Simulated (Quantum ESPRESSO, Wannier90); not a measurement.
# Wannier functions of Hf2Cu (I4/mmm)

```xyz
3
Lattice="0.0000 -3.1528 0.0000 3.1528 0.0000 0.0000 -1.5764 1.5764 5.5595" Properties=species:S:1:pos:R:3 pbc="T T T"
Hf     1.5764    -1.5764    -1.7358
Hf    -1.5764     1.5764     1.7358
Cu     0.0000     0.0000     0.0000
```

Structure: Materials Project mp-30581, symmetrised, not relaxed again. COD (Crystallography Open Database) has an entry of this formula and space group (matched by these alone). Level: PBEsol, no spin polarisation, no spin-orbit coupling; pw.x of Quantum ESPRESSO at 74 Ry with PseudoDojo potentials, 4×4×4 k-points, Wannier90. Density: 14×14×14 mesh, cold smearing 0.01 Ry. Spin-orbit coupling is left out although heavy elements are present.

Valence charges of the files: Hf 12, Cu 19. 53 bands were computed.

Isolated groups of bands, relative to the Fermi level (bands from 13 on overlap up to the last one computed):

```csv
bands,from (eV),to (eV),filling,weight on atomic waves
1,-112.93,-112.93,filled,Cu 3s 98 %
2–4,-70.48,-70.41,filled,Cu 3p 100 %
5–6,-61.79,-61.71,filled,Hf 5s 96 %
7–12,-30.80,-30.09,filled,Hf 5p 99 %
```

Wanted is a model with the orbitals Hf s p d, Cu s p d, without the filled groups that are mainly made of other shells (semicore states, and anion s where it isn't named); all higher bands stay in for disentanglement.

### Question
Give num_wann, exclude_bands and num_bands, and the number of electrons that the model holds.

### Answer
Electrons: 2×12 + 1×19 = 43, or 21.5 bands' worth; no gap over 0.05 eV opens at the Fermi level at this level of theory.
num_wann = 2×9 + 1×9 = 27.
exclude_bands = 1-12, 12 bands, so num_bands = 53 − 12 = 41.
The model holds 43 − 2×12 = 19 electrons. With the window frozen to 1.50 eV it follows pw.x to 18 meV rms (states up to 1.0 eV relative to the Fermi level).
